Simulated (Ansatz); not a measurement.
Starting cell, Sb (A7 type, space group R-3m):

```xyz
2
Lattice="2.1640 1.2494 3.7814 -2.1640 1.2494 3.7814 0.0000 -2.4987 3.7814" Properties=species:S:1:pos:R:3 pbc="T T T"
Sb     0.0000     0.0000     2.6459
Sb     0.0000     0.0000     8.6984
```

Scan: atom 1 (Sb, nearest neighbour Sb at 2.920 Å; its periodic images, 4.3 Å or more away, move with it) is displaced along Cartesian [111], direction (0.577, 0.577, 0.577) in Cartesian axes, by s. The other atoms stay.

These are r2SCAN+rVV10 (plane waves to 500 eV, PAW, scalar-relativistic; Ansatz, a first-principles code) values and carry that method's errors. k mesh 11×11×11 (Γ-centred), Fermi-Dirac smearing 0.05 eV. The energy includes the smearing's −TS. With partly filled bands, energies and forces of such displacements shift with the k mesh and the smearing. Sb was relaxed with its symmetry unable to fall. Spin-orbit coupling is left out, though Sb is heavy. The zero of ΔE is the undisplaced structure. The last digit holds for this mesh only.

```tsv
s (Å)	ΔE (meV/cell)
-0.580	withheld
-0.464	609.8
-0.348	310.5
-0.232	122.4
-0.116	26.4
0.000	0.0
0.116	18.2
0.232	54.6
0.348	84.9
0.464	112.0
0.580	160.5
```

Question: Fit a polynomial form (powers 2, 3, 4) to the given rows and predict ΔE at s = -0.580.

Answer: Least squares on the 10 given rows: ΔE = (1424)·s² + (-2469)·s³ + (1384)·s⁴, in meV/cell with s in Å; root-mean-square residual 7.79 meV/cell. At -0.580 the fit gives 1117.4 meV/cell; the calculation gives 1032.8 meV/cell, so the extrapolation is off by 84.6 (+8.2 %). The quadratic term alone would give 479.0 meV/cell.

(For displaced atoms, the force is minus the slope of the energy, and its curvature is a force constant, which sets phonon frequencies.)
